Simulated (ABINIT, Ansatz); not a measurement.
Given: the input of a run of Ansatz 0.2.0 on VW2C3. The cell comes from a database or a generator and needn't be the stable form of this composition.

The input input.yaml:

```yaml
crystal:
  lattice:
    - [-1.524485, 2.16193, 4.585029]
    - [1.524485, -2.16193, 4.585029]
    - [1.524485, 2.16193, -4.585029]
  atoms:
    - { symbol: W, position: [0.834017, 0.334017, 0.5] }
    - { symbol: W, position: [0.165983, 0.665983, 0.5] }
    - { symbol: V, position: [0.5, 0.0, 0.5], spin: 2.0 }
    - { symbol: C, position: [0.339039, 0.339039, 0.0] }
    - { symbol: C, position: [0.660961, 0.660961, 0.0] }
    - { symbol: C, position: [0.0, 0.0, 0.0] }
hamiltonian:
  xc: pbesol
  pseudopotentials: { kind: paw }
magnetization:
  spin_polarized: true
kpoints:
  mp_grid: { grid: [11, 11, 11] }
scf:
  occupations: { method: fermi_dirac, width: 0.05 }
output:
  forces: true
  stress: true
  eigenvalues: true
```

Potentials or basis: Ansatz PAW.

Run with:

```sh
$ ansatz run input.yaml --threads 1 --pin off --max-ram 3584MiB --backend cpu --events-out ev --progress --plain --runs-dir out
```

Translate it to ABINIT 10.8.3 (patched build). Potentials or basis there: JTH PAW PBE v2.0, cutoff 517 eV.

As run (cutoffs and basis follow the program's own potentials, and thresholds, step limits or extra output files can differ):

The input run.abi:

```
# Pseudopotentials
pp_dirpath "./"
pseudos "W.GGA_PBE-JTH.xml, V.GGA_PBE-JTH.xml, C.GGA_PBE-JTH.xml"

# Structure
acell 5.2934380861 5.2934380861 5.2934380861 Angstrom
rprim
    -0.2879952453     0.4084169806     0.8661722165
     0.2879952453    -0.4084169806     0.8661722165
     0.2879952453     0.4084169806    -0.8661722165
ntypat 3
znucl 74 23 6
natom 6
typat 1 1 2 3 3 3
xred
     0.8340170000     0.3340170000     0.5000000000
     0.1659830000     0.6659830000     0.5000000000
     0.5000000000     0.0000000000     0.5000000000
     0.3390390000     0.3390390000     0.0000000000
     0.6609610000     0.6609610000     0.0000000000
     0.0000000000     0.0000000000     0.0000000000
chkprim 0
chksymtnons 0
tolsym 1.0e-6

# Plane-wave basis
ecut 19.0
pawecutdg 38.0
pawxcdev 0

# k points
kptopt 1
ngkpt 11 11 11
nshiftk 1
shiftk 0.0 0.0 0.0

# Exchange and correlation
ixc -116133

# Bands and occupations
nband 33
occopt 3
tsmear 0.05 eV

# Spin
nsppol 2
spinat
     0.0000000000     0.0000000000     0.0000000000
     0.0000000000     0.0000000000     0.0000000000
     0.0000000000     0.0000000000     2.0000000000
     0.0000000000     0.0000000000     0.0000000000
     0.0000000000     0.0000000000     0.0000000000
     0.0000000000     0.0000000000     0.0000000000

# SCF cycle
nstep 100
tolvrs 1.0e-9

# Output
iomode 3
prtwf 0
prtden 0
prteig 0
prtebands 0
enunit 2
```

Potentials or basis: JTH PAW PBE v2.0.

Command:

```bash
$ mpirun --bind-to none -np 4 abinit run.abi > log 2>&1
```

Both were run:

|  | Ansatz | ABINIT |
| --- | --- | --- |
| Pressure | -10.0 GPa | -8.9 GPa |
| Largest force | 0.057 eV/Å | 0.063 eV/Å |
| Net moment | 0.00 μB per cell | 0.00 μB per cell |

Ansatz's pressure holds a Pulay term of +0.32 GPa for its cutoff of 420 eV, which the other run lacks.

Ansatz's potentials were made for PBE. ABINIT's potentials were made for PBE.

Where Ansatz's input types no cutoff or centring, it takes its own default and a Γ-centred mesh.

The magnetic state is the one that the start led to; the real crystal's order can differ.

The cell lies far from this level's equilibrium.

Pressure is positive in compression.
